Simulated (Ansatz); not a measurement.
Ansatz (a quantum-chemistry and plane-wave program) input:

Ansatz 0.2 input:
```yaml
crystal:
  lattice:
    - [4.1947411947, 0.0, 0.0]
    - [0.0, 4.1947411947, 0.0]
    - [0.0, 0.0, 2.6784143763]
  atoms:
    - { symbol: Si, position: [0.0, 0.0, 0.0] }
    - { symbol: Si, position: [0.5, 0.5, 0.5] }
    - { symbol: O, position: [0.306064876, 0.306064876, 0.0] }
    - { symbol: O, position: [0.806064876, 0.193935124, 0.5] }
    - { symbol: O, position: [0.193935124, 0.806064876, 0.5] }
    - { symbol: O, position: [0.693935124, 0.693935124, 0.0] }
kpoints:
  mp_grid: { grid: [4, 4, 6] }
hamiltonian:
  xc: hse06
  pseudopotentials: { kind: paw }
scf:
  n_extra_bands: 6
  occupations: { method: fixed }
output:
  eigenvalues: true
  eigenstates:
    e_range: [-9.0, 16.0]
    kpoints:
      - [0.0, 0.0, 0.0]  # VBM
      - [0.0, 0.0, 0.0]  # CBM
      - [0.0, 0.0, 0.0]  # GAMMA
      - [0.0, 0.0, 0.5]  # Z
      - [0.5, 0.5, 0.0]  # M
      - [0.5, 0.5, 0.5]  # A
      - [0.0, 0.5, 0.5]  # R
      - [0.0, 0.5, 0.0]  # X
```

Output (shortened):

```
Pseudopotential: Si, paw, valence charge 4
Pseudopotential: O, paw, valence charge 6
Functional definition: HSE06
davidson cushion auto → on  (no smearing: the cushion is to keep the highest requested band from converging to the state above it …
Crystal: 6 atoms, lattice volume = 47.129 Å³
Basis set: ecut = 420 eV, 917 PW (Γ)
Bands: 22, of which v1, the nominal top of the filled ones, is band 16 counted from 1 (15 counted from 0)
Symmetry: 16 space group operations
Space group: P42/mnm (ITA 136), of the structure as read, at distance tolerance 3.6e-5 Å
k-points: 24 of 96
SCF iter   1: F=—  HF=-3547.005063 eV  |F-HF|=—  |Δ(HF+E_count)|=         —  Δρ=3.22e-3  dr2=1.74e-3  ethr=1.77e-3  ⟨swp⟩=2.0  Hψ=3953  notcnv=0
preconditioner: auto → none
SCF iter   2: F=-3547.005349 eV  HF=-3547.005246 eV  |F-HF|=1.03e-4  |Δ(HF+E_count)|=   1.83e-4  Δρ=1.44e-3  dr2=2.60e-4  ethr=5.43e-6  ⟨swp⟩=4.2  Hψ=1533  notcnv=0  defer=1
SCF 1 stopped early in 2 iterations: F = -3547.005349 eV  dr2 = 2.60e-4
Crystal: 6 atoms, lattice volume = 47.129 Å³
Exchange kernel: α = 0.2500, screened, ω = 0.2079 Å⁻¹, Wigner–Seitz truncation, v(0) = 1037.4473 eV·Å³, q-mesh 4×4×6, nearest image of the exchange supercell L …
Frozen-core exchange: fock
SCF iter   1: F=—  HF=-3547.826629 eV  |F-HF|=—  |Δ(HF+E_count)|=         —  Δρ=9.17e-3  dr2=2.27e-2  ethr=8.13e-6  ⟨swp⟩=6.9  Hψ=2592  notcnv=0
preconditioner: auto → none
SCF iter   2: F=—  HF=-3547.817736 eV  |F-HF|=—  |Δ(HF+E_count)|=   8.89e-3  Δρ=4.51e-3  dr2=4.03e-3  ethr=8.13e-6  ⟨swp⟩=4.0  Hψ=1711  notcnv=0
SCF iter   3: F=—  HF=-3547.826503 eV  |F-HF|=—  |Δ(HF+E_count)|=   8.77e-3  Δρ=1.61e-3  dr2=1.14e-3  ethr=8.13e-6  ⟨swp⟩=3.5  Hψ=1399  notcnv=0
iter 4 solved again at ethr=2.27e-7 eV; its pass at ethr=3.45e-6 eV (dr2=7.28e-5 eV) is discarded
SCF iter   4: F=—  HF=-3547.826155 eV  |F-HF|=—  |Δ(HF+E_count)|=   3.48e-4  Δρ=4.77e-4  dr2=7.96e-5  ethr=2.27e-7  ⟨swp⟩=2.2  Hψ=2746  notcnv=0
SCF iter   5: F=-3547.826215 eV  HF=-3547.826216 eV  |F-HF|=1.06e-6  |Δ(HF+E_count)|=   6.05e-5  Δρ=1.39e-4  dr2=5.39e-6  ethr=2.27e-7  ⟨swp⟩=3.8  Hψ=1480  notcnv=0
SCF 2 stopped early in 5 iterations: F = -3547.826215 eV  dr2 = 5.39e-6
hybrid outer 1: dexx = +1.107e-2 eV, tail = 2.47e-5 eV
Crystal: 6 atoms, lattice volume = 47.129 Å³
Exchange kernel: α = 0.2500, screened, ω = 0.2079 Å⁻¹, Wigner–Seitz truncation, v(0) = 1037.4473 eV·Å³, q-mesh 4×4×6, nearest image of the exchange supercell L …
Frozen-core exchange: fock
SCF iter   1: F=—  HF=-3547.826235 eV  |F-HF|=—  |Δ(HF+E_count)|=         —  Δρ=9.51e-5  dr2=3.18e-6  ethr=3.85e-7  ⟨swp⟩=3.2  Hψ=1253  notcnv=0
preconditioner: auto → none
iter 2 solved again at ethr=6.60e-10 eV; its pass at ethr=9.36e-9 eV (dr2=2.11e-7 eV) is discarded
SCF iter   2: F=—  HF=-3547.826235 eV  |F-HF|=—  |Δ(HF+E_count)|=   7.48e-7  Δρ=2.67e-5  dr2=2.25e-7  ethr=6.60e-10  ⟨swp⟩=3.0  Hψ=2613  notcnv=0
SCF iter   3: F=-3547.826234 eV  HF=-3547.826234 eV  |F-HF|=1.01e-8  |Δ(HF+E_count)|=   5.45e-8  Δρ=7.45e-6  dr2=3.02e-8  ethr=6.37e-10  ⟨swp⟩=3.0  Hψ=1464  notcnv=0
SCF 3 converged in 3 iterations: F = -3547.826234 eV  dr2 = 3.02e-8
hybrid outer 2: dexx = +1.661e-7 eV, tail = 6.68e-8 eV, Δε = 2.93e-3 eV (about 2.23e-4 eV left of the loop's levels)
the search or the solves at the SCF's close seem to have found levels that the self-consistency loop had missed (the run counts 3) …
NSCF: frozen V_eff on 8 k-points
hybrid SCF converged: 2 outer / 8 inner (+2 warm-up), last move |dexx| = 1.66e-7 eV, tail = 6.68e-8 eV
Stability not checked (fock_operator)
Free energy (F): -3547.826235 eV
Frozen-core exchange: fock
Harris-Foulkes:  -3547.826235 eV  (|F-HF|=1.01e-8)
Internal energy: -3547.826235 eV  (E = F + TS)
E sigma→0 (E₀):  -3547.826235 eV
Fermi energy:    9.017968 eV
--- Per-component energies (eV) ---
  E_band       = 2.774846
  E_kinetic    = 817.428605
  E_local      = -1224.998533  (includes V_loc(G=0)·N_el)
  E_nonlocal   = 230.013021
  E_hartree    = 436.731290
  E_xc         = -331.296636
  E_vxc        = -382.735934  (∫ρ·V_xc dr)
  E_exx        = -92.614188  (= α·E_x^exact, valence–valence)
  E_paw        = -1650.447009  (= ΣΔE_a)
  E_vpaw       = -125.180904  (= ΣTr[D̂ρ^β])
  E_aug_tail   = 0.010110  (compensation charges beyond the density's cutoff)
  E_ewald      = -1732.428023
  E_core_change = -0.224872  (= ΣΔE_core)
  E_smearing   =  0.000000  (= −TS)
  E_closure    = 0.000000  (closes the sum)
  Σ components = -3547.826235   (vs F -3547.826235, Δ=0.00e0)
  [band-id]    e_kinetic+e_local+e_nonlocal+2·e_hartree+e_vxc+2·e_exx+e_vpaw+e_augmentation_tail = 2.770569   (vs E_band 2.774846, Δ=-4.28e-3)
--- Band table (eV; the first three rows and the last of 24) ---
  k-point 0: bands = ["-15.0491", "-11.3153", "-11.3153", "-11.0368", "-2.2967", "2.4190", "2.4190", "2.4958", "3.5540", "3.9335", "5.9742", "5.9742", "6.6151", "8.2001", "8.2001", "9.0180", "16.5178", "17.6967", "19.5356", "19.5356", "22.1647", "22.9281"]
  k-point 1: bands = ["-14.6678", "-11.1282", "-11.1282", "-11.0176", "-2.1445", "2.6518", "2.7508", "2.7508", "2.9203", "3.3274", "4.7855", "4.7855", "5.4337", "7.9042", "7.9042", "8.6597", "17.7425", "19.5944", "21.1034", "21.1034", "21.2281", "24.1538"]
  k-point 2: bands = ["-13.6211", "-11.2758", "-10.7164", "-10.7164", "-1.8021", "1.2714", "1.9040", "2.8210", "2.8210", "3.6631", "3.6631", "3.9151", "4.1185", "7.0162", "7.0162", "7.5316", "19.0732", "21.6543", "21.8963", "23.6201", "23.6201", "24.8122"]
  k-point 23: bands = ["-11.9234", "-11.9234", "-10.7205", "-10.7205", "-2.1351", "-2.1351", "0.5836", "0.5836", "4.4855", "4.4855", "4.5759", "4.5759", "7.2355", "7.2355", "7.3775", "7.3775", "18.2211", "18.2211", "22.1311", "22.1311", "22.8562", "22.8562"]
```

Cost: about 110 core-seconds (a rough figure) on shared cores.

The points marked VBM and CBM come from a semilocal run.

Space group P4_2/mnm (rutile). This is a known high-pressure phase of the composition, computed here at zero pressure and temperature. The PBEsol relaxation kept the symmetry of its start; whether a distortion lowers the energy is not shown.

Potentials: the later of the program's two PAW sets.

Ansatz is a plane-wave DFT program.
